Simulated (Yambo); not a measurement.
```
CELL_PARAMETERS angstrom
      4.16108     0.00000     0.00000
     -2.08054     3.60360     0.00000
      0.00000     0.00000     9.50462
ATOMIC_POSITIONS crystal
  S  0.50181 0.00000 0.16667
  S  0.00000 0.50181 0.83333
  S  0.49819 0.49819 0.50000
  Hg 0.28556 0.00000 0.66667
  Hg 0.00000 0.28556 0.33333
  Hg 0.71444 0.71444 0.00000
```

HgS (space group P3_221, No. 154): mean Im ε in 1 eV windows above the direct gap of 2.08 eV, for different electron-hole kernels (Yambo, broadening 0.15 eV, PBEsol (Quantum ESPRESSO, PseudoDojo norm-conserving, 66 Ry, without SOC) bands; 6×6×2 mesh, 13 valence and 9 conduction bands, static screening with 100 bands and a 3 Ry block, scissor 0.84 eV, Tamm-Dancoff; field along x).

| window (eV) | independent quasiparticles | RPA (no attraction) | BSE |
|---|---|---|---|
| 2.1 to 3.1 | 1.1 | 0.9 | 2.4 |
| 3.1 to 4.1 | 6.9 | 5.4 | 12 |
| 4.1 to 5.1 | 14 | 11 | 12 |
| 5.1 to 6.1 | 8.4 | 7.0 | 5.6 |
| 6.1 to 7.1 | 7.5 | 6.6 | 6.1 |

This run doesn't resolve bound excitons or single peaks, so only averages are given, and they too depend on the mesh; weight that the attraction moves below the gap isn't listed. All transitions below 8.02 eV are in the band window. The scissor comes from a G0W0 run whose convergence isn't established.

Without spin-orbit coupling, band edges of such heavy elements can be off by tenths of an eV.

Geometry relaxed with PBE+D3(BJ).
